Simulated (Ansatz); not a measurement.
FeSb$_{2}$ in space group Pnnm (No. 58; Fe on 2a, Sb on 4g) at seven volumes, DFT-PBEsol in the program Ansatz with PAW potentials, shape and atoms relaxed at each. One row is withheld.

```
V (Å³/atom)  P (GPa)
-----------  -------
17.551         13.97
18.130          8.49
18.708          3.88
19.287          0.00
19.866         -3.25
20.444         -5.99
21.023             ?
```

**Question.** Fit the shown pressures and predict the withheld one.

**Answer.** P = (3/2)B₀(x^(7/2) − x^(5/2))[1 + (3/4)(B′ − 4)(x − 1)] with x = (V₀/V)^(2/3). Least squares on the six rows gives V₀ = 19.288 Å³/atom, B₀ = 118 GPa, B′ = 4.76. At V = 21.023, x = 0.9442 and P = -8.28 GPa. The run itself gave -8.27 GPa.

The workflow started from a Materials Project entry (that database holds measured and hypothetical structures alike); the Crystallography Open Database files this formula in space group No. 58, but the cells were not matched. Whether it is the stable phase at ambient conditions was not checked. The cell was relaxed with PBEsol under the symmetry of its start; of distortions, only those at the zone centre were tested. The workflow began spin-polarised and lost its moments. Spin–orbit coupling is left out wherever it is not named.

Potentials: the later of the program's two PAW sets.
